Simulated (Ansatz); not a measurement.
BN (h-BN type, space group P6_3/mmc)

```yaml
crystal:
  lattice:
    - [2.50643, 0.00000, 0.00000]
    - [-1.25322, 2.17063, 0.00000]
    - [0.00000, 0.00000, 6.61383]
  atoms:
    - { symbol: B, position: [0.33333, 0.66667, 0.25000] }
    - { symbol: B, position: [0.66667, 0.33333, 0.75000] }
    - { symbol: N, position: [0.33333, 0.66667, 0.75000] }
    - { symbol: N, position: [0.66667, 0.33333, 0.25000] }
```

The slice is a (0001) plane (indices of the conventional cell) through the point (0.333, 0.667, 0.250) (fractional), spanned by u = [110] and v = [1 -1 0] in vectors of this cell: u (2.51 Å) and v (4.34 Å, at 90° to u). It covers one period; positions are fractions (u, v).

Calculation: PBE-D3(BJ) (plane waves to 420 eV, PAW, scalar-relativistic; Ansatz, a quantum-chemistry and plane-wave program). k mesh 15×15×5. These are valence fields of a PAW run, semicore shells included where kept as valence: close to a nucleus they are smooth pseudo fields. BN was relaxed with its symmetry unable to fall.

**Question.** What is the ELF at the midpoint of the shortest B–N line in this plane (1.45 Å)?

**Answer.** 0.93.

**Question.** What is the valence density on the shortest B–N line in this plane (1.45 Å), at its midpoint?

**Answer.** 1.81 e/Å³.

**Question.** Predict the map of the valence electron density on the slice.

**Answer.** 
```
|34667778777664|
|45678899988765|
|45678999998765|
|44568999998654|
|23467999997643|
|12356899986532|
|01245788875421|
|00135677765310|
|00134566654310|
|22234555554322|
|34445543455444|
|66665531355666|
|87776643466777|
|99887654567889|
|99987654567899|
|99986544456899|
|99976432346799|
|99865321235689|
|88754210124578|
|77653100013567|
|66543100013456|
|55543222223455|
|34554443444554|
|13556666666553|
```
Scale: ten equal steps from -0.86 (start of '0') to 0.58 (end of '9'), in the order '0123456789'. Values: log₁₀ of the valence density in e/Å³. The map has 14 points along u (one character each, u = 0 at the left) and 24 along v (v = 0 in the bottom row). The scale is logarithmic, as a density can span decades between atoms and voids.
